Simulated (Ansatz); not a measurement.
MgO (rock salt, space group No. 225), plane-wave PAW r²SCAN (Ansatz code). The conduction-band minimum lies at Γ, with 1 equivalent valley. Second derivatives d²E/dk² of the lowest band at one valley (eV·Å²), along Cartesian directions:

| direction | d²E/dk² |
|---|---|
| [100] | 20.92 |
| [010] | 20.92 |
| [001] | 20.92 |
| [110] | 20.91 |
| [101] | 20.91 |
| [011] | 20.91 |

### Question
Find the principal effective masses, the density-of-states mass and the conductivity mass.

### Answer
Off-diagonal terms follow from H_xy = H[110] − (H_xx + H_yy)/2, and m*/mₑ = 7.620 eV·Å² over each eigenvalue: 0.36, 0.36, 0.36. One valley's DOS mass (m₁m₂m₃)^(1/3) = 0.36, conductivity mass 3/(Σ 1/mᵢ) = 0.36 mₑ.

### Question
What effective density of states Nc follows at 300 K for parabolic valleys?

### Answer
Nc = 2.509e19 × 1 × (0.36)^(3/2) ≈ 5.4e18 cm⁻³.

### Question
With the computed static dielectric constant 9.75 (mean of the diagonal), estimate a hydrogenic donor's binding energy and radius.

### Answer
E = 13.606 eV × 0.36/9.75² ≈ 52 meV; a = 0.529 Å × ε/m* ≈ 14 Å. Semilocal masses tend to be too small where the gap is.

### Question
With ε∞ = 3.00 and ω_LO = 719 cm⁻¹, what Fröhlich coupling constant follows?

### Answer
α = (1/ε∞ − 1/ε0) √(m* × 13.606 eV/ħω_LO) = 1.7.

Space group Fm-3m (rock salt). The r²SCAN relaxation kept the symmetry of its start; phonons on a q-mesh show no instability.

Potentials: the later of the program's two PAW sets.
